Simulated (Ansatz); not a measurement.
## Notes on BaLa2Mg2

```
Mg La Ba
1.0
     4.91594    0.00000    0.00000
    -2.45797    4.25733    0.00000
     0.00000    0.00000    8.18975
Mg La Ba
2 2 1
Direct
  0.33330 0.66670 0.62860
  0.66670 0.33330 0.37140
  0.33330 0.66670 0.25710
  0.66670 0.33330 0.74290
  0.00000 0.00000 0.00000
```

Method: PBE, no spin polarisation; PAW, plane waves to 420 eV, 8×8×4 Γ-centred mesh, fermi-dirac occupations (width 0.1 eV) (Ansatz 0.2.0), atoms fixed.

(1) Where is the largest force?

(2) Metal or insulator?

(3) Is it stable against the elements?

(4) What does the stress say?

Origin: a known structure type with other elements, at an estimated volume, so it need not be a known compound. Caveats: many states at the Fermi level without spin polarisation, so a magnetic state may lie lower; f levels without a U or exact exchange are poorly placed.

## Answers

(1) The largest is on La4 (and as large on other atoms): 0.84 eV/Å, components (0.00, 0.00, 0.84). It makes 108° with the line to a nearest neighbour, Mg1 at 2.99 Å.

(2) It is a metal, with about 7.3 states/eV a cell as the mean within 0.25 eV of the Fermi level, mostly La d (71 %).

(3) 0.67 eV an atom against the elements' usual phases (free molecules for gases, crystals otherwise, with no correction for O₂ or N₂), so at this geometry it isn't bound against them. Relaxing would lower it.

(4) The pressure is 4.8 GPa (compression positive), so with the atoms held at these fractions the cell would first expand; the forces are large, so a full relaxation may end otherwise. The principal stresses 3.8, 5.3, 5.3 GPa differ, so its shape would change too.
